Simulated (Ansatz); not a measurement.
**Phonon dispersion of SnPb$_{5}$S$_{6}$**

Method: Ansatz, DFT PBE, scalar-relativistic, plane waves, PAW. Plane waves to 420 eV; Γ-centred k mesh 8×8×2; Gaussian smearing of 0.01 eV. No spin polarisation. Phonons by linear response, acoustic sum rule imposed.

The cell, relaxed at this level:
```xyz
12
Lattice="4.2321 0.0000 0.0000 0.0000 4.2321 0.0000 0.0000 0.0000 17.9568" Properties=species:S:1:pos:R:3 pbc="T T T"
Sn    0.0000    0.0000    8.9784
Pb    0.0000    0.0000    3.0077
Pb    2.1161    2.1161    6.0161
Pb    2.1161    2.1161   11.9407
Pb    0.0000    0.0000   14.9491
Pb    2.1161    2.1161    0.0000
S     0.0000    0.0000    0.0000
S     2.1161    2.1161    2.9994
S     0.0000    0.0000    6.0492
S     2.1161    2.1161    8.9784
S     0.0000    0.0000   11.9076
S     2.1161    2.1161   14.9574
```

It was reached by relaxing an invented guess, and it needn't be the stable form of this composition. Spin–orbit coupling is left out, which matters for heavy elements. The q mesh is coarse, so values between its points are rough.

Force constants from linear response on a 2×2×1 q mesh.

Path: Γ–X–M–Γ–Z–R–A–Z | X–R | M–A. Only the points of the 2×2×1 mesh were computed; the rest is interpolation, which is rough on so few points. At q = (-0.500, -0.500, 0.000) a computed mode is imaginary, 103i cm⁻¹, so the cell is unstable at this level. Distance along the path (Å⁻¹), then the branches (cm⁻¹, negative for imaginary):
```
0.000  -85 -85 -43 0 0 0 24 24 26 26 36 36 37 37 42 42 43 60 60 64 65 71 76 82 82 85 85 91 91 93 93 95 174 180 206 221
0.186  -64 -52 -35 16 23 30 33 35 35 38 39 40 42 46 50 56 61 69 69 78 80 87 96 98 103 105 110 110 112 114 117 118 175 181 204 219
0.371  -9 9 31 35 39 41 44 44 44 45 45 47 64 64 69 81 82 86 92 100 101 122 133 143 143 147 148 152 155 156 160 166 183 189 202 216
0.557  32 39 42 44 46 46 46 48 48 48 48 48 76 83 87 94 95 104 108 108 139 154 165 168 172 172 174 176 177 184 186 204 208 212 215 222
0.742  38 45 46 46 46 47 48 49 49 49 49 49 81 90 93 99 100 108 111 116 153 161 167 174 182 182 186 187 187 188 195 219 220 224 226 230
0.928  35 41 44 46 46 46 47 47 48 49 49 49 78 85 87 95 96 104 105 109 142 154 165 171 172 172 176 178 178 182 185 206 208 213 215 221
1.113  -22 24 26 42 45 45 45 46 47 49 49 50 63 71 71 80 83 84 94 103 118 125 145 145 150 152 153 154 158 162 163 169 182 188 193 205
1.299  -83 -81 -8 39 43 44 44 45 46 48 49 50 52 54 61 66 69 70 83 90 92 97 112 113 118 119 122 123 125 125 128 129 171 174 181 197
1.485  -103 -103 -19 38 39 39 46 46 47 47 50 50 51 51 54 60 62 63 79 79 79 94 94 95 99 99 102 102 110 110 110 110 169 170 178 195
1.747  -67 -61 8 38 40 41 43 47 48 52 52 54 58 58 63 68 71 72 86 96 99 101 127 127 129 131 132 134 134 136 139 139 173 176 184 200
2.010  13 24 29 33 36 38 42 53 56 56 58 58 61 62 67 78 79 83 91 101 108 122 146 148 150 150 154 156 156 157 160 161 180 186 196 210
2.272  -47 -28 -20 22 32 34 38 38 38 42 45 45 49 50 55 62 71 72 80 83 84 97 110 111 120 123 124 125 126 127 129 130 176 182 203 218
2.534  -85 -85 -43 0 0 0 24 24 26 26 36 36 37 37 42 42 43 60 60 64 65 71 76 82 82 85 85 91 91 93 93 95 174 180 206 221
2.578  -85 -85 -34 4 4 8 23 23 28 28 36 36 37 37 43 43 48 59 60 60 66 71 80 81 81 86 86 90 90 94 94 96 162 189 200 226
2.622  -85 -85 7 7 15 20 20 21 30 30 35 35 37 37 43 43 49 58 61 61 67 76 78 78 83 86 86 89 89 96 96 100 147 179 206 231
2.666  -85 -85 11 11 17 17 23 31 31 34 34 37 37 40 43 44 44 53 61 61 76 77 77 83 86 86 89 89 92 97 97 106 135 159 214 233
2.709  -85 -85 13 13 15 15 28 32 32 34 34 37 37 38 44 44 46 50 61 61 76 76 77 84 86 86 89 89 97 97 104 107 138 141 217 233
2.895  -64 -52 24 25 27 28 36 37 38 39 40 40 43 47 50 57 58 67 82 87 88 94 98 102 107 108 109 110 115 117 120 121 140 144 215 231
3.080  -8 33 35 35 39 41 42 42 43 44 47 47 67 68 73 77 90 96 101 107 108 126 134 136 140 140 144 146 150 161 162 162 168 171 213 228
3.266  39 40 40 43 44 46 46 47 48 48 49 50 85 86 91 93 104 107 112 121 136 140 146 165 169 172 174 175 179 187 189 203 206 207 219 231
3.452  42 42 44 47 47 47 47 48 49 50 50 50 91 93 95 99 106 114 115 126 136 148 153 174 182 184 184 186 189 192 198 219 220 220 227 236
3.637  41 41 42 43 46 47 47 48 48 49 50 50 86 88 90 92 104 106 111 124 133 143 146 165 172 174 174 176 180 186 188 206 207 208 218 229
3.823  -23 24 37 38 43 44 47 47 48 49 49 50 62 73 75 78 88 96 103 114 117 128 134 141 144 148 148 151 156 163 165 169 173 174 203 217
4.008  -82 -81 36 37 41 42 46 46 47 48 49 50 51 56 59 61 74 85 90 93 97 110 115 116 118 118 120 123 124 127 127 131 134 145 195 211
4.194  -103 -103 40 41 41 42 42 43 44 47 50 50 50 50 50 50 70 79 79 79 91 91 98 102 102 103 103 106 106 112 112 115 125 140 193 209
4.457  -67 -61 32 36 40 41 43 49 50 50 56 57 57 58 59 63 77 88 95 98 101 118 121 126 126 132 134 134 135 135 137 140 140 148 197 213
4.719  24 27 29 34 36 38 39 54 55 59 61 61 62 64 66 70 88 94 103 104 121 122 132 138 150 154 155 156 156 158 159 161 162 164 207 222
4.981  -46 -22 25 26 33 35 37 38 41 44 47 49 50 50 53 61 68 83 84 89 100 107 112 116 117 120 126 127 127 129 130 132 142 146 214 229
5.244  -85 -85 13 13 15 15 28 32 32 34 34 37 37 38 44 44 46 50 61 61 76 76 77 84 86 86 89 89 97 97 104 107 138 141 217 233
5.266  38 45 46 46 47 48 48 48 49 49 49 49 81 90 93 99 100 108 111 116 153 159 168 173 182 182 186 187 187 188 195 219 220 224 225 230
5.309  40 44 45 46 47 48 48 48 49 49 49 49 86 92 93 98 100 109 113 119 151 153 167 171 182 182 186 186 188 189 196 219 219 224 225 232
5.353  41 43 45 46 47 47 48 48 49 49 50 50 89 93 96 98 99 110 114 126 140 153 159 173 182 182 185 186 189 191 197 219 220 222 226 234
5.397  42 42 44 47 47 47 47 48 49 50 50 50 91 93 95 99 105 113 114 129 134 150 153 174 182 183 184 186 189 192 198 219 220 221 227 236
5.419  -103 -103 -19 38 39 39 46 46 47 47 50 50 51 51 54 60 62 63 79 79 79 94 94 95 99 99 102 102 110 110 110 110 169 170 178 195
5.463  -103 -103 -7 39 39 39 45 45 47 47 50 50 51 51 52 58 64 66 79 79 79 93 93 98 99 99 103 103 108 108 111 111 157 172 180 199
5.506  -103 -103 26 40 40 40 44 44 48 48 48 50 50 51 51 54 68 72 79 79 80 92 92 100 100 104 104 106 107 107 112 112 142 161 187 204
5.550  -103 -103 36 40 40 42 43 43 45 49 49 50 50 50 51 51 70 78 79 79 88 92 92 101 101 104 104 106 106 112 112 117 126 149 192 208
5.594  -103 -103 40 41 41 42 42 43 44 47 50 50 50 50 50 50 70 79 79 79 91 91 98 102 102 103 103 106 106 112 112 115 125 140 193 209
```
